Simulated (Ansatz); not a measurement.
Computed with DFT PBE, scalar-relativistic, plane waves, PAW in Ansatz 0.2.0. All cells share a 420 eV cutoff and Γ-centred k meshes spaced at most about 0.3 Å⁻¹ (about 0.25 or finer for metals, 2π included). No spin polarisation in the final relaxations.

These are static total energies at zero pressure. All come from trial cells, and lower structures may exist.

Problem. Order these relaxed structures of Ga2SnO2 by energy, lowest first, with the energy over the lowest of them.
A.

Space group P4/mmm (No. 123). a = 2.965 Å, b = 2.965 Å, c = 8.853 Å, α = 90.00°, β = 90.00°, γ = 90.00°
```tsv
atom	site	symmetry	x	y	z
Ga	2h	4mm	0.5000	0.5000	0.3548
Sn	1a	4/mmm	0.0000	0.0000	0.0000
O	2g	4mm	0.0000	0.0000	0.7127
```

B.

Space group Immm (No. 71). a = 2.896 Å, b = 6.708 Å, c = 8.512 Å, α = 90.00°, β = 90.00°, γ = 90.00°
| atom | site | symmetry | x | y | z |
| --- | --- | --- | --- | --- | --- |
| Ga | 4j | mm2 | 0.0000 | 0.5000 | 0.8453 |
| Sn | 2a | mmm | 0.0000 | 0.0000 | 0.0000 |
| O | 4h | m2m | 0.5000 | 0.6833 | 0.0000 |

C.

Space group P6_3/mmc (No. 194). a = 3.174 Å, b = 3.174 Å, c = 19.060 Å, α = 90.00°, β = 90.00°, γ = 120.00°
```json
{"atom": "Ga", "site": "4f", "symmetry": "3m.", "x": "0.6667", "y": "0.3333", "z": "0.3855"}
{"atom": "Sn", "site": "2b", "symmetry": "-6m2", "x": "0.0000", "y": "0.0000", "z": "0.7500"}
{"atom": "O", "site": "4f", "symmetry": "3m.", "x": "0.6667", "y": "0.3333", "z": "0.5785"}
```

Solution. C (0 meV/atom), A (154 meV/atom), B (455 meV/atom). Forms: C P6_3/mmc; A P4/mmm; B Immm. Counting O atoms around Ga and Sn (those within 1.25 times the shortest such distance or 1.15 times the sum of covalent radii; the shortest distance is added where it is long for a bond): C has Ga 3, Sn 6 from 3.7 Å; A has Ga 4, Sn 2 from 2.5 Å; B has Ga 4 from 2.3 Å, Sn 4 from 2.6 Å.

Weakly bound directions are ill-defined at this level, which has no dispersion term (P6_3/mmc), and this can change margins and order among such cells. Cells relaxed within their symmetry can be saddle points. Some candidate types were left out of the draw beforehand, so a known form may be missing.
